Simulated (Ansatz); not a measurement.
W (bcc, W type)

```cif
data_W
_chemical_formula_sum 'W1'
_space_group_name_H-M_alt 'P 1'
_space_group_IT_number 1
_cell_length_a 2.74516
_cell_length_b 2.74516
_cell_length_c 2.74516
_cell_angle_alpha 109.471
_cell_angle_beta 109.471
_cell_angle_gamma 109.471
loop_
_space_group_symop_operation_xyz
  'x, y, z'
loop_
_atom_site_label
_atom_site_type_symbol
_atom_site_fract_x
_atom_site_fract_y
_atom_site_fract_z
_atom_site_occupancy
W1 W 0.00000 0.00000 0.00000 1
```

This relaxed cell (volume V₀) is scaled evenly in all directions, its shape held. Symmetry pins the atoms to their sites.

Method: r2SCAN (plane waves to 500 eV, PAW, scalar-relativistic; Ansatz, a quantum-chemistry and plane-wave program). k mesh 21×21×21 (Γ-centred), Fermi-Dirac smearing 0.05 eV. E stands for the smeared free energy. Stress and pressure are positive under compression. Spin-orbit coupling is left out, though W is heavy. The PAW data are Ansatz's earlier set. W is run without spin polarisation. W was relaxed with its symmetry unable to fall. ΔE is measured from the relaxed starting cell.

The scan covers V/V₀ from 0.900 to 1.100 in 9 points.

**Question.** What is ΔE at V/V₀ = 0.900?

**Answer.** 189 meV/atom.

**Question.** What is ΔE at V/V₀ = 1.100?

**Answer.** 135 meV/atom.

**Question.** What pressure does the cell carry at V/V₀ = 0.900?

**Answer.** 41.7 GPa.

(A scan under strain: stresses follow from slopes of the energy per volume, elastic moduli from its curvatures.)
